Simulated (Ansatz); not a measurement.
ZrB2: a fit and a missing row

ZrB2, P6/mmm, a = 3.155 Å, c = 3.507 Å. The structure is a COD entry; whether it is the stable form wasn't checked. Ansatz: PBEsol, PAW, 420 eV, Γ-centred 18×18×12 mesh on 3 atoms, Gaussian smearing 0.10 eV; no spin polarisation. Shape and atoms are relaxed at each volume; pressure is positive in compression.

| V (Å³/atom) | P (GPa) |
| --- | --- |
| 9.472 | 17.42 |
| 9.774 | 8.05 |
| 10.076 | -0.02 |
| 10.379 | ? |
| 10.681 | -12.99 |

Problem. Take V0 = 10.076 Å³/atom, count pressures from its P0 = -0.02 GPa, fit the third-order Birch–Murnaghan form to the other rows, and predict the missing pressure.

Solution. With the Eulerian strain f = ½[(V0/V)^(2/3) − 1] and y = (P − P0)/[3f(1 + 2f)^(5/2)], the form is the line y = B0 + 1.5 B0 (B0′ − 4) f. Rows (f, y): 0.02104, 249.2; 0.01025, 249.5; -0.01906, 250.0. Means f = 0.004077, y = 249.57; Σ(Δf)² = 0.0008612, ΣΔfΔy = -0.01666; the slope is their ratio. y = 249.6 − 19.34 f GPa, so B0 = 249.6 GPa and B0′ = 4 + 2 × (-19.34)/(3 × 249.6) = 3.95. At V = 10.379, f = -0.00978, y = 249.79 and P = -7.00 GPa. The run gave -6.99 GPa, so the fit is 0.01 GPa too low, a small miss on the scale of the series.